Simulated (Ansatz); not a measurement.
# Band table of Os

```
CELL_PARAMETERS angstrom
2.73410 0.00000 0.00000
-1.36705 2.36780 0.00000
0.00000 0.00000 4.19011
ATOMIC_POSITIONS crystal
Os 0.33333 0.66667 0.25000
Os 0.66667 0.33333 0.75000
```

Atom numbers follow the list: Os1, Os2.

The cell comes from COD entry 9017843, which wasn't checked; take it as a given geometry. The listed cell was then made from it by scaling, straining or moving an atom.

Spin–orbit coupling is left out, though it moves levels of the heavy atoms by tenths of an eV or more.

The calculation used DFT, PBEsol, all-electron LAPW, scalar-relativistic in Ansatz 0.2.0.

The runs use a Γ-centred 15×15×9 k mesh, Fermi–Dirac smearing of 0.05 eV, basis error target 0.5 meV/atom, no spin polarisation.

Path points, in fractions of the reciprocal vectors: Γ (0.000, 0.000, 0.000), M (0.500, 0.000, 0.000), K (0.333, 0.333, 0.000), A (0.000, 0.000, 0.500), L (0.500, 0.000, 0.500), H (0.333, 0.333, 0.500). Levels in eV from the Fermi level; bands 39 to 52, counted from the lowest band of the run. The gap is zero.

```
# k(1/Å) point b39 b40 b41 b42 b43 b44 b45 b46 b47 b48 b49 b50 b51 b52
0.000 Γ -11.24 -8.09 -3.26 -3.26 -2.56 -2.27 -2.27 -1.92 -1.92 0.39 1.77 1.77 9.73 13.14
0.265 - -10.83 -7.75 -3.87 -2.90 -2.51 -2.43 -2.20 -2.03 -1.94 -0.99 1.99 3.83 9.74 13.97
0.531 - -9.73 -7.02 -4.59 -3.98 -2.93 -2.81 -1.87 -1.71 -1.12 -1.00 2.44 6.63 9.54 15.26
0.796 - -8.38 -6.92 -5.44 -4.46 -3.42 -2.82 -2.10 -0.35 0.24 0.38 2.81 9.09 9.39 12.40
1.061 - -7.58 -7.28 -6.37 -3.83 -3.67 -2.35 -2.07 1.22 1.84 2.29 3.03 8.57 9.15 11.63
1.327 M -7.57 -7.28 -6.69 -3.97 -3.11 -2.44 -1.72 1.92 2.62 3.10 4.55 5.82 9.50 11.30
1.480 - -7.43 -7.15 -6.71 -3.98 -3.28 -2.49 -1.70 2.01 2.42 3.03 4.60 5.88 9.70 10.53
1.633 - -7.02 -6.81 -6.76 -3.97 -3.71 -2.65 -1.64 2.00 2.16 2.87 4.74 5.85 9.28 10.38
1.786 - -6.83 -6.45 -6.36 -4.24 -3.90 -2.90 -1.52 1.65 2.21 2.71 4.96 5.61 8.12 11.49
1.940 - -6.91 -5.96 -5.89 -4.71 -3.74 -3.20 -1.34 1.53 2.06 2.60 5.15 5.30 7.31 12.87
2.093 K -6.95 -5.73 -5.73 -4.89 -3.50 -3.50 -1.22 1.75 1.75 2.57 5.17 5.17 7.03 13.99
2.399 - -6.72 -6.29 -5.72 -5.20 -3.90 -2.84 -1.77 0.81 2.27 2.64 4.31 6.73 8.36 11.21
2.706 - -7.46 -5.96 -5.88 -5.59 -3.83 -2.72 -2.17 -0.24 0.92 2.04 2.66 9.08 10.97 11.37
3.012 - -9.26 -6.66 -5.02 -4.39 -3.25 -3.00 -1.67 -1.27 -1.20 -0.25 2.46 7.59 9.43 15.27
3.318 - -10.70 -7.64 -4.02 -2.77 -2.57 -2.55 -2.39 -1.98 -1.77 -1.13 2.04 4.26 9.73 14.23
3.625 Γ -11.24 -8.09 -3.26 -3.26 -2.56 -2.27 -2.27 -1.92 -1.92 0.39 1.77 1.77 9.73 13.14
3.775 - -11.10 -8.06 -3.38 -3.38 -2.65 -2.38 -2.38 -1.67 -1.67 -0.06 1.81 1.81 10.34 12.84
3.925 - -10.70 -7.99 -3.57 -3.57 -2.90 -2.65 -2.65 -1.11 -1.10 -1.10 1.87 1.87 11.89 12.40
4.075 - -10.09 -7.97 -3.69 -3.69 -3.22 -2.99 -2.99 -2.27 -0.39 -0.39 1.80 1.80 12.22 13.94
4.225 - -9.34 -8.14 -3.68 -3.68 -3.50 -3.31 -3.31 -3.16 0.34 0.34 1.52 1.52 12.37 13.60
4.375 A -8.63 -8.63 -3.55 -3.55 -3.55 -3.55 -3.55 -3.55 1.01 1.01 1.01 1.01 12.84 12.84
4.640 - -8.26 -8.26 -4.34 -4.34 -3.28 -3.28 -3.18 -3.18 0.96 0.96 1.20 1.20 13.50 13.50
4.905 - -7.50 -7.50 -4.96 -4.96 -3.29 -3.29 -2.57 -2.57 0.90 0.90 1.71 1.71 14.52 14.52
5.171 - -7.33 -7.33 -5.07 -5.07 -2.76 -2.76 -1.83 -1.83 1.17 1.17 2.29 2.29 13.61 13.61
5.436 - -7.62 -7.62 -5.32 -5.32 -1.48 -1.48 -1.10 -1.10 1.90 1.90 2.91 2.91 11.00 11.00
5.701 L -7.76 -7.76 -5.46 -5.46 -1.41 -1.41 -0.19 -0.19 2.35 2.35 3.44 3.44 9.33 9.33
5.855 - -7.64 -7.64 -5.39 -5.39 -1.82 -1.82 -0.23 -0.23 2.21 2.21 3.96 3.96 9.41 9.41
6.008 - -7.31 -7.31 -5.18 -5.18 -2.60 -2.60 -0.54 -0.54 2.09 2.09 5.05 5.05 9.58 9.58
6.161 - -6.84 -6.84 -4.96 -4.96 -3.29 -3.29 -0.99 -0.99 1.93 1.93 6.37 6.37 9.78 9.78
6.314 - -6.37 -6.37 -5.02 -5.02 -3.56 -3.56 -1.31 -1.31 1.71 1.71 7.71 7.71 9.90 9.90
6.467 H -6.12 -6.12 -5.20 -5.20 -3.55 -3.55 -1.38 -1.38 1.57 1.57 8.52 8.52 9.82 9.82
6.774 - -6.60 -6.60 -4.77 -4.77 -3.61 -3.61 -1.68 -1.68 2.19 2.19 5.87 5.87 10.92 10.92
7.080 - -6.87 -6.87 -4.65 -4.65 -3.88 -3.88 -1.86 -1.86 2.30 2.30 2.83 2.83 13.32 13.32
7.387 - -7.20 -7.20 -5.05 -5.05 -3.58 -3.58 -2.24 -2.24 0.98 0.98 1.98 1.98 14.62 14.62
7.693 - -8.15 -8.15 -4.47 -4.47 -3.24 -3.24 -3.14 -3.14 0.93 0.93 1.27 1.27 13.68 13.68
8.000 A -8.63 -8.63 -3.55 -3.55 -3.55 -3.55 -3.55 -3.55 1.01 1.01 1.01 1.01 12.84 12.84
```
